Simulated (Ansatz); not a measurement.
Cr:
```cif
data_Cr4
_chemical_formula_sum 'Cr4'
_space_group_name_H-M_alt 'I41/amd :1'
_space_group_IT_number 141
_space_group_name_Hall 'I 4bw 2bw -1bw'
_cell_length_a 4.44840
_cell_length_b 4.44840
_cell_length_c 2.43828
_cell_angle_alpha 90.000
_cell_angle_beta 90.000
_cell_angle_gamma 90.000
loop_
_atom_site_label
_atom_site_type_symbol
_atom_site_symmetry_multiplicity
_atom_site_Wyckoff_symbol
_atom_site_fract_x
_atom_site_fract_y
_atom_site_fract_z
_atom_site_occupancy
Cr1 Cr 4 a 0.00000 0.00000 0.00000 1
```
(The calculation used a cell of 2 atoms; values per cell refer to that cell.)

Relaxed with r²SCAN.

Task: Decompose the optical modes at the zone centre into irreducible representations, and say which are infrared and Raman allowed.

Result: Point group 4/mmm: Γ_opt = B1g + Eg. Infrared: none. Raman: B1g, Eg.

Task: Assign frequencies (DFPT, the program Ansatz at the r²SCAN level (PAW)).

Result: B1g 134i, Eg 248 cm⁻¹.

Subscripts of B labels follow the axes of the standard setting.

Space group I4_1/amd (β-Sn type). A made-up cell: these elements were put on the sites of a structure type; neither database checked (COD, Materials Project) lists it. It is not the phase usual at ambient conditions (space group No. 229). The r²SCAN relaxation kept the symmetry of its start. At this level the phase is dynamically unstable (imaginary phonons). The workflow began spin-polarised and lost its moments. As this level gives no gap, phonon frequencies hold no LO–TO term and depend on the k-mesh and smearing (Fermi–Dirac, 0.1 eV here).

Potentials: the later of the program's two PAW sets.
